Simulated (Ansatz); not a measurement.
Fields on a plane of KPH2SO3 (space group Cm)

```xyz
8
Lattice="3.2576 -3.1555 0.0000 3.2576 3.1555 0.0000 -1.9802 0.0000 5.5815" Properties=species:S:1:pos:R:3 pbc="T T T"
K      4.2908     0.0000     3.4058
H      2.9939     1.9514     1.0674
H      2.9939    -1.9514     1.0674
P      2.0250     0.0000     0.6155
S      0.9629     0.0000     4.4497
O      0.4984     0.0000     0.5339
O      2.4393     1.2307     1.5241
O      2.4393    -1.2307     1.5241
```

The slice is a (001) plane (indices of the conventional cell) through the point (0.208, 0.827, 0.191) (fractional), spanned by u = [1 -1 0] and v = [110] in vectors of this cell: u (6.31 Å) and v (6.52 Å, at 90° to u). It covers one period; positions are fractions (u, v).

Atoms on it: H at (0.00, 0.00); H at (0.50, 0.50); H at (0.62, 0.00); H at (0.12, 0.50). Other atoms lie within 1 Å of the plane.

Level of theory: r2SCAN (plane waves to 500 eV, PAW, scalar-relativistic; Ansatz, a program for electronic structure). k mesh 8×8×6. Inside the PAW spheres the values are not all-electron values, and peaks at nuclei hang on which shells count as valence. KPH2SO3 was relaxed with its symmetry unable to fall.

```
|99997788886633778877889999330022110055|
|77887788996611889988778877220000000044|
|77888888884400669988888866220000000033|
|55777766442211225566777755110000000022|
|22332211226677552211222211000000000000|
|00000011447788773300000000000000000000|
|00000033778888886622000000000000000000|
|22111122779988887722111111110000000011|
|55777733558888884444886655442211112244|
|7799xx772255774422xxxx8877775522335577|
|77999977111122112288998877887733448888|
|77888855000000001166888877998822449988|
|88887744000000001155888888997700118888|
|77776633000000001144667777553311114466|
|22222200000000000011222211114477663311|
|00000000000000000000000000226688885511|
|00000000000000000000000011558888887744|
|11112211110000001111111111558888998844|
|66776655331111113355668855337788886633|
|xx9988776633224466778899xx333366662255|
```
Scale: ten equal steps from 0.00 (start of '0') to 0.93 (end of '9'), in the order '0123456789'. Values: electron localisation function (ELF). The map has 19 points along u (two characters each, u = 0 at the left) and 20 along v (v = 0 in the bottom row). Points within 0.2 Å of a nucleus are blanked (x), as the pseudised field means little there.

```
|%%@@@@@@%%##**##%%@@@@@@##++========**|
|##@@@@@@%%##**%%@@@@@@%%**==--::::--++|
|**%%%%%%%%##**##%%%%%%##++--::....::==|
|==**########**######****==::..    ..--|
|--==++++**######**++++==--..        ::|
|::::--++**##%%##**==--::::..        ..|
|::----++##%%@@%%**++--::::::........::|
|====++++##%%@@%%##++======----::::----|
|****##****##%%##****##****++======++++|
|%%%%%%##**********%%%%%%%%##**++++**##|
|@@@@%%**++======++##%%@@@@%%##**##%%@@|
|@@@@##++==::::::==**%%@@@@@@%%####%%@@|
|@@%%**==--......--++##%%@@%%##****%%%%|
|##**++--::    ..::==++**######****####|
|++==--::..      ..::--==++****####**++|
|==--::..        ....::--==++##%%%%##++|
|==--::::..........::::--==**%%@@@@##++|
|++====----::::----======++**%%@@@@##**|
|##****++++======++******##**##%%%%##**|
|%%%%%%##****++**##%%%%%%%%**********##|
```
Scale: ten equal steps from -2.19 (start of ' ') to 0.55 (end of '@'), in the order ' .:-=+*#%@'. Values: log₁₀ of the valence density in e/Å³. The map has 19 points along u (two characters each, u = 0 at the left) and 20 along v (v = 0 in the bottom row). The scale is logarithmic, as a density can span decades between atoms and voids.
